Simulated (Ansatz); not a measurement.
Input, command and steps of an Ansatz relaxation.

```yaml
crystal:
  lattice:
    - [3.6246709976, 0.0, 0.0]
    - [-1.8123354988, 3.1390571643, 0.0]
    - [0.0, 0.0, 14.0984838136]
  atoms:
    - { symbol: Cd, position: [0.3333333333, 0.6666666667, 0.25] }
    - { symbol: Cd, position: [0.6666666667, 0.3333333333, 0.75] }
    - { symbol: Bi, position: [0.3333333333, 0.6666666667, 0.6275] }
    - { symbol: Bi, position: [0.6666666667, 0.3333333333, 0.1275] }
    - { symbol: Bi, position: [0.3333333333, 0.6666666667, 0.8725] }
    - { symbol: Bi, position: [0.6666666667, 0.3333333333, 0.3725] }
basis:
  ecutwfc: 420
kpoints:
  mp_grid: { grid: [6, 6, 2] }
hamiltonian:
  xc: pbe
scf:
  occupations: { method: gaussian, width: 0.1 }
  lower_state_search: "off"
output:
  forces: true
  stress: true
  eigenvalues: true
relax:
  adjacent_minimum: "off"
  f_tol: 0.04
  max_steps: 70
  cell: { stress_tol: 0.4 }
```

```bash
ansatz run input.yaml --threads 1 --pin off --max-ram 2560MiB --backend cpu --events-out ev --progress --plain --runs-dir out
```

All numbers below come from Ansatz 0.2.0, DFT PBE, scalar-relativistic, plane waves, PAW.

Of 7 frames 7 are shown, positions in Å and forces in eV/Å; the SCF threshold varies from step to step. Steps run on the plane waves of an earlier cell, with a Pulay correction in the pressure. The basis is chosen afresh for the last frame, the zero of the energies, and at times for earlier ones too; energy and pressure step there, also at an unchanged geometry. The mark taken_back stands on steps that the optimiser undid.

```xyz
6
Lattice="3.6247 0.0000 0.0000 -1.8123 3.1391 0.0000 0.0000 0.0000 14.0985" Properties=species:S:1:pos:R:3:forces:R:3 pbc="T T T" step=1 free_energy_over_end_meV_per_atom=610.39 pressure_GPa=22.09
Cd    0.0000    2.0927    3.5246    0.0000    0.0000    0.0000
Cd    1.8123    1.0464   10.5739    0.0000    0.0000    0.0000
Bi    0.0000    2.0927    8.8468    0.0000    0.0000   -3.0882
Bi    1.8123    1.0464    1.7976    0.0000    0.0000   -3.0882
Bi    0.0000    2.0927   12.3009    0.0000    0.0000    3.0882
Bi    1.8123    1.0464    5.2517    0.0000    0.0000    3.0882
6
Lattice="3.8013 0.0000 0.0000 -1.9007 3.2920 0.0000 0.0000 0.0000 14.5441" Properties=species:S:1:pos:R:3:forces:R:3 pbc="T T T" step=2 free_energy_over_end_meV_per_atom=125.10 pressure_GPa=3.95
Cd    0.0000    2.1947    3.6360    0.0000    0.0000    0.0000
Cd    1.9007    1.0973   10.9081    0.0000    0.0000    0.0000
Bi    0.0000    2.1947    8.9537    0.0000    0.0000   -1.0349
Bi    1.9007    1.0973    1.6816    0.0000    0.0000   -1.0349
Bi    0.0000    2.1947   12.8626    0.0000    0.0000    1.0349
Bi    1.9007    1.0973    5.5905    0.0000    0.0000    1.0349
6
Lattice="3.8035 0.0000 0.0000 -1.9017 3.2939 0.0000 0.0000 0.0000 14.1623" Properties=species:S:1:pos:R:3:forces:R:3 pbc="T T T" step=3 free_energy_over_end_meV_per_atom=24.69 pressure_GPa=1.80
Cd    0.0000    2.1959    3.5406    0.0000    0.0000    0.0000
Cd    1.9017    1.0980   10.6218    0.0000    0.0000    0.0000
Bi    0.0000    2.1959    8.5229    0.0000    0.0000   -0.5715
Bi    1.9017    1.0980    1.4417    0.0000    0.0000   -0.5715
Bi    0.0000    2.1959   12.7206    0.0000    0.0000    0.5715
Bi    1.9017    1.0980    5.6395    0.0000    0.0000    0.5715
6
Lattice="3.8761 0.0000 0.0000 -1.9381 3.3568 0.0000 0.0000 0.0000 14.1110" Properties=species:S:1:pos:R:3:forces:R:3 pbc="T T T" step=4 free_energy_over_end_meV_per_atom=5.17 pressure_GPa=-0.33
Cd    0.0000    2.2379    3.5278    0.0000    0.0000    0.0000
Cd    1.9381    1.1189   10.5833    0.0000    0.0000    0.0000
Bi    0.0000    2.2379    8.4336    0.0000    0.0000   -0.2096
Bi    1.9381    1.1189    1.3781    0.0000    0.0000   -0.2096
Bi    0.0000    2.2379   12.7329    0.0000    0.0000    0.2096
Bi    1.9381    1.1189    5.6774    0.0000    0.0000    0.2096
6
Lattice="3.8067 0.0000 0.0000 -1.9034 3.2967 0.0000 0.0000 0.0000 13.9671" Properties=species:S:1:pos:R:3:forces:R:3 pbc="T T T" step=5 free_energy_over_end_meV_per_atom=9.05 pressure_GPa=1.72 taken_back
Cd    0.0000    2.1978    3.4918    0.0000    0.0000    0.0000
Cd    1.9034    1.0989   10.4753    0.0000    0.0000    0.0000
Bi    0.0000    2.1978    8.2475    0.0000    0.0000    0.1940
Bi    1.9034    1.0989    1.2639    0.0000    0.0000    0.1940
Bi    0.0000    2.1978   12.7031    0.0000    0.0000   -0.1940
Bi    1.9034    1.0989    5.7196    0.0000    0.0000   -0.1940
6
Lattice="3.8417 0.0000 0.0000 -1.9208 3.3270 0.0000 0.0000 0.0000 14.1754" Properties=species:S:1:pos:R:3:forces:R:3 pbc="T T T" step=6 free_energy_over_end_meV_per_atom=0.73 pressure_GPa=-0.01
Cd    0.0000    2.2180    3.5438    0.0000    0.0000    0.0000
Cd    1.9208    1.1090   10.6315    0.0000    0.0000    0.0000
Bi    0.0000    2.2180    8.4213    0.0000    0.0000   -0.0028
Bi    1.9208    1.1090    1.3336    0.0000    0.0000   -0.0028
Bi    0.0000    2.2180   12.8418    0.0000    0.0000    0.0028
Bi    1.9208    1.1090    5.7541    0.0000    0.0000    0.0028
6
Lattice="3.8417 0.0000 0.0000 -1.9208 3.3270 0.0000 0.0000 0.0000 14.1754" Properties=species:S:1:pos:R:3:forces:R:3 pbc="T T T" step=7 free_energy_over_end_meV_per_atom=0.00 pressure_GPa=-0.02
Cd    0.0000    2.2180    3.5438    0.0000    0.0000    0.0000
Cd    1.9208    1.1090   10.6315    0.0000    0.0000    0.0000
Bi    0.0000    2.2180    8.4213    0.0000    0.0000   -0.0030
Bi    1.9208    1.1090    1.3336    0.0000    0.0000   -0.0030
Bi    0.0000    2.2180   12.8418    0.0000    0.0000    0.0030
Bi    1.9208    1.1090    5.7541    0.0000    0.0000    0.0030
```

The start puts this composition into another compound's structure type, which needn't suit it. At the end the space group is P6_3/mmc (tolerance 0.05 Å).

It took 62 s on 1 thread of Arm Neoverse V1, with other jobs on the host, peak memory 0.48 GiB.

The k mesh is coarse. Spin–orbit coupling is left out, which can shift energies with elements as heavy as these. The cell holds layers, and where no dispersion correction was added their binding is poorly described.